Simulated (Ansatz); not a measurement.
E(M) for SiNi3 (Pm-3m)

The source of the geometry is a structure as deposited in COD (the entry's cell lengths or inner coordinates differ somewhat from later room-temperature determinations); atoms and cell stay fixed.

The runs share PBE, 7×7×7 k mesh, Fermi–Dirac smearing of 0.05 eV. PAW means Ansatz 0.2.0 on its default frozen-core files; LAPW is all-electron LAPW in Ansatz 0.2.0. Site moments are integrated in spheres about the atoms, whose radii differ between the methods.

The first input and its command:

```yaml
crystal:
  lattice:
    - [3.542, 0.0, 0.0]
    - [0.0, 3.542, 0.0]
    - [0.0, 0.0, 3.542]
  atoms:
    - { symbol: Si, position: [0.0, 0.0, 0.0] }
    - { symbol: Ni, position: [0.0, 0.5, 0.5], spin: 1.5 }
    - { symbol: Ni, position: [0.5, 0.0, 0.5], spin: 1.5 }
    - { symbol: Ni, position: [0.5, 0.5, 0.0], spin: 1.5 }
magnetization:
  spin_polarized: true
kpoints:
  mp_grid: { grid: [7, 7, 7] }
scf:
  occupations: { method: fermi_dirac, width: 0.05 }
  lower_state_search: "off"
hamiltonian:
  xc: pbe
  pseudopotentials: { kind: paw }
output:
  forces: true
  stress: true
  eigenvalues: true
  populations: true
  dos: { projected: true, de: 0.1, e_range: [-8, 5] }
  write_density: true
  write_potential: true
  elf: true
  volumetric_format: npy
```

Command: `ansatz run input.yaml --threads 2 --pin off --max-ram 6144MiB --backend cpu --events-out ev --progress --plain --runs-dir out`

The input for «total moment held at 0.45 μB» by PAW differs from it in these lines, output keys apart:

```diff
-    - { symbol: Ni, position: [0.0, 0.5, 0.5], spin: 1.5 }
-    - { symbol: Ni, position: [0.5, 0.0, 0.5], spin: 1.5 }
-    - { symbol: Ni, position: [0.5, 0.5, 0.0], spin: 1.5 }
+    - { symbol: Ni, position: [0.0, 0.5, 0.5], spin: 0.15 }
+    - { symbol: Ni, position: [0.5, 0.0, 0.5], spin: 0.15 }
+    - { symbol: Ni, position: [0.5, 0.5, 0.0], spin: 0.15 }
+  initial_magnetization: 0.45
+  spin_locking: { lock_magnetization: hard }
```

The input for «total moment held at 0.15 μB» by LAPW differs from it in these lines, output keys apart:

```diff
-    - { symbol: Ni, position: [0.0, 0.5, 0.5], spin: 1.5 }
-    - { symbol: Ni, position: [0.5, 0.0, 0.5], spin: 1.5 }
-    - { symbol: Ni, position: [0.5, 0.5, 0.0], spin: 1.5 }
+    - { symbol: Ni, position: [0.0, 0.5, 0.5], spin: 0.05 }
+    - { symbol: Ni, position: [0.5, 0.0, 0.5], spin: 0.05 }
+    - { symbol: Ni, position: [0.5, 0.5, 0.0], spin: 0.05 }
+  initial_magnetization: 0.15
+  spin_locking: { lock_magnetization: hard }
-  pseudopotentials: { kind: paw }
+  pseudopotentials: { kind: all_electron, lapw: { basis_error: 0.001 } }
```

The total moment M of the cell is held by giving each spin its own Fermi level. Half their difference over μB is the field that would hold M, so μB·B = dF/dM. Energies count from each method's free run. The held moment starts spread evenly over Ni2, Ni3, Ni4.

The free PAW run: The moments died out: the run ends unmagnetised.

```json
{"M (μB/cell)": "0.00", "ΔF PAW (meV/cell)": "0.0", "ΔF LAPW (meV/cell)": "0.0", "B, PAW (T)": "–", "largest site moment, PAW (μB)": "0.00", "pressure, PAW (GPa)": "-6.0"}
{"M (μB/cell)": "0.15", "ΔF PAW (meV/cell)": "+3.6", "ΔF LAPW (meV/cell)": "+3.6", "B, PAW (T)": "+866", "largest site moment, PAW (μB)": "0.06", "pressure, PAW (GPa)": "-6.0"}
{"M (μB/cell)": "0.45", "ΔF PAW (meV/cell)": "+37.7", "ΔF LAPW (meV/cell)": "–", "B, PAW (T)": "+2949", "largest site moment, PAW (μB)": "0.16", "pressure, PAW (GPa)": "-5.8"}
{"M (μB/cell)": "0.90", "ΔF PAW (meV/cell)": "+129.1", "ΔF LAPW (meV/cell)": "–", "B, PAW (T)": "+3856", "largest site moment, PAW (μB)": "0.31", "pressure, PAW (GPa)": "-5.0"}
{"M (μB/cell)": "1.50", "ΔF PAW (meV/cell)": "+288.2", "ΔF LAPW (meV/cell)": "–", "B, PAW (T)": "+5580", "largest site moment, PAW (μB)": "0.51", "pressure, PAW (GPa)": "?"}
{"M (μB/cell)": "2.40", "ΔF PAW (meV/cell)": "+682.3", "ΔF LAPW (meV/cell)": "+677.6", "B, PAW (T)": "?", "largest site moment, PAW (μB)": "0.76", "pressure, PAW (GPa)": "-0.8"}
{"M (μB/cell)": "3.60", "ΔF PAW (meV/cell)": "+1789.1", "ΔF LAPW (meV/cell)": "–", "B, PAW (T)": "+18980", "largest site moment, PAW (μB)": "1.05", "pressure, PAW (GPa)": "5.3"}
```

Problem. Give the missing entry: row "1.50", column "pressure, PAW (GPa)".

Solution. -3.7.

Problem. Give the missing entry: row "2.40", column "B, PAW (T)".

Solution. +10654.

Problem. The unpolarised density of states at the Fermi level, averaged over the smearing, is 1.58 states/eV per cell. What Stoner enhancement follows from the smallest held moment?

Solution. S = M/(μB·B·N) = 0.15/(0.0502 eV × 1.58/eV) ≈ 1.9, so I·N/2 ≈ 0.47; the Stoner criterion for ferromagnetism asks for 1. On this mesh S is a rough figure.

Problem. Check μB·B = dF/dM between M = 1.50 and 2.40 μB with the PAW numbers.

Solution. ΔF/ΔM = +394.1 meV / 0.90 = +437.9 meV per μB, which is +7565 T with μB = 0.05788 meV/T. The mean of the two holding fields is +8117 T. The slope equals the mean of B over the step, so the two agree where B(M) is nearly straight between its ends, and here they lie within a tenth of each other.

Separate runs put a uniform field on the spins (g = 2):

| field (T) | M PAW (μB/cell) | M LAPW (μB/cell) |
| --- | --- | --- |
| 200 | 0.037 | 0.038 |
| 1000 | 0.170 | – |
| 3000 | 0.461 | – |

The Ansatz runs typed with the search for lower states off end where their start leads. These are results for the start and cell typed. The real compound can order otherwise, in a larger cell, or not at all, since semilocal functionals at zero temperature often overstate magnetism.
